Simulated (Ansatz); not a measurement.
## AuGe (CsCl-type structure)

The computed numbers are results of PBEsol, scalar-relativistic (no spin polarisation) in the plane-wave PAW code Ansatz at 420 eV, Γ-centred 10×10×10 mesh, 0.05 eV Gaussian smearing; PAW files: Ansatz's generated set soft_2.

```
Au Ge
1.0
     3.29541    0.00000    0.00000
     0.00000    3.29541    0.00000
     0.00000    0.00000    3.29541
Au Ge
1 1
Direct
  0.00000 0.00000 0.00000
  0.50000 0.50000 0.50000
```

The start was a prototype's sites filled with these elements, not a measured cell.

The cell is relaxed to zero pressure at this level.

The cell has space group Pm-3m (read at 0.01 Å). In it the stress is 0.00, 0.00, 0.00, 0.00, 0.00, 0.00 GPa and the largest force component 0.000 eV/Å. Each change below starts from this cell, without further relaxation. Stress is in GPa, positive in compression, in the order xx, yy, zz, yz, xz, xy; energies are counted from the cell above and are free energies with the smearing's entropy, which match forces and stress in a metal.

Q: One atom was moved along a Cartesian axis, and these forces appeared. Which atom, and about how far?
```tsv
atom	Fx (eV/Å)	Fy	Fz
Au1	0.000	0.093	0.000
Ge2	0.000	-0.093	0.000
```

A: Atom 2 (Ge) is moved by 0.08 Å along y; the energy changes by 3.7 meV per cell. Moving the other atom the opposite way is the same thing.

Q: What stress follows from an engineering strain of -1 % in yz, atoms carried along?

A: 0.02, 0.00, 0.00, 0.28, 0.00, 0.00 GPa; the energy changes by 0.3 meV per cell.
The change of the stress over the strain gives a clamped-atom stiffness of about 28 GPa for this component.

These numbers lack spin–orbit coupling. The cell is a metal with an odd number of electrons, and spin polarisation wasn't tried.
